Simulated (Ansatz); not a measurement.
VSi2 (CrSi2 type, space group P6_222)

```
CELL_PARAMETERS angstrom
      4.56611     0.00000     0.00000
     -2.28305     3.95437     0.00000
      0.00000     0.00000     6.36620
ATOMIC_POSITIONS crystal
  V  0.50000 0.00000 0.50000
  V  0.50000 0.50000 0.83333
  V  0.00000 0.50000 0.16667
  Si 0.16284 0.32568 0.50000
  Si 0.83716 0.16284 0.83333
  Si 0.67432 0.83716 0.16667
  Si 0.83716 0.67432 0.50000
  Si 0.16284 0.83716 0.83333
  Si 0.32568 0.16284 0.16667
```

The slice is a (1 -1 0 0) plane (indices of the conventional cell) through the point (0.000, 0.500, 0.167) (fractional), spanned by u = [110] and v = [001] in vectors of this cell: u (4.57 Å) and v (6.37 Å, at 90° to u). It covers one period; positions are fractions (u, v).

Computed with PBE (plane waves to 420 eV, PAW, scalar-relativistic; Ansatz, an electronic-structure program). k mesh 12×12×8. Near the nuclei the fields are pseudised (PAW); where an atom keeps semicore shells as valence, they peak there. VSi2 is run without spin polarisation. VSi2 was relaxed with its symmetry unable to fall.

Sketch the electrostatic potential energy of an electron, from the cell's mean on this plane as a map.


| v \ u | 0.00 | 0.12 | 0.24 | 0.35 | 0.47 | 0.59 | 0.71 | 0.82 | 0.94 |
|---|---|---|---|---|---|---|---|---|---|
| 0.92 | x | x | 7.1 | 10.2 | 8.8 | 9.5 | 9.8 | x | x |
| 0.83 | 3.3 | 5.8 | 8.1 | 9.6 | 10.3 | 10.1 | 8.9 | 7.2 | 4.2 |
| 0.75 | 8.7 | 4.2 | x | x | 8.3 | 5.9 | x | x | 7.6 |
| 0.67 | 7.2 | x | x | x | 6.7 | 2.5 | x | x | 5.0 |
| 0.58 | 8.6 | 4.0 | x | x | 8.4 | 6.1 | x | x | 7.4 |
| 0.50 | 10.4 | 9.9 | 8.5 | 6.5 | 3.5 | 5.0 | 7.7 | 9.2 | 10.2 |
| 0.42 | 8.6 | 9.9 | 8.8 | x | x | x | 4.4 | 10.2 | 9.1 |
| 0.33 | 7.2 | 9.0 | 7.1 | x | x | x | x | 9.3 | 7.8 |
| 0.25 | 8.7 | 10.1 | 9.1 | x | x | x | 4.6 | 10.5 | 9.2 |
| 0.17 | 3.3 | 7.0 | 10.5 | 8.3 | 3.6 | 5.8 | 10.1 | 9.4 | 4.6 |
| 0.08 | x | x | 7.4 | 10.4 | 8.9 | 9.6 | 10.1 | x | x |
| 0.00 | x | x | 4.1 | 9.4 | 7.4 | 8.4 | 8.7 | x | x |

Values: electrostatic potential energy of an electron, from the cell's mean, in eV. Points within 1 Å of a nucleus are blanked (x), as the pseudised field means little there. The zero, the cell's mean, hangs on the PAW cores.
